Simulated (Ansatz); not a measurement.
## GeBi: reading a single point

```yaml
crystal:
  lattice:
    - [2.04701, 3.54552, 0.00000]
    - [-2.04701, 3.54552, 0.00000]
    - [0.00000, -2.36368, 3.67381]
  atoms:
    - { symbol: Ge, position: [0.00000, 0.00000, 0.00000] }
    - { symbol: Bi, position: [0.50000, 0.50000, 0.50000] }
```

The numbers come from plane-wave PAW DFT (Ansatz): PBEsol, no spin polarisation, 420 eV, 10×10×10 Γ-centred k points, fermi-dirac occupations (width 0.1 eV). Nothing was relaxed.

Is there a gap?

It is a metal, with about 1.3 states/eV a cell as the mean within 0.25 eV of the Fermi level, mostly Bi p (47 %) and Ge p (39 %).

Is it stable against the elements?

0.19 eV an atom against the elements' usual phases (free molecules for gases, crystals otherwise, with no correction for O₂ or N₂), so at this geometry it isn't bound against them. Relaxing would lower it.

Which element gives electrons and which takes them?

Bader charges in e: Ge -0.13, Bi +0.13. In the mean Bi gives up most and Ge takes most.

Describe some of the short contacts.

Ge–Bi at 2.99 Å: least valence density 0.25 e/Å³ and ELF 0.48 there. Both are smooth PAW fields, read partly inside the augmentation spheres.

Is the cell too large or too small?

The pressure is -1.7 GPa (compression positive), so with the atoms held at these fractions the cell would first shrink. The principal stresses -3.3, -0.8, -0.8 GPa differ, so its shape would change too.

Origin: a known structure type with other elements, at an estimated volume, so it need not be a known compound.
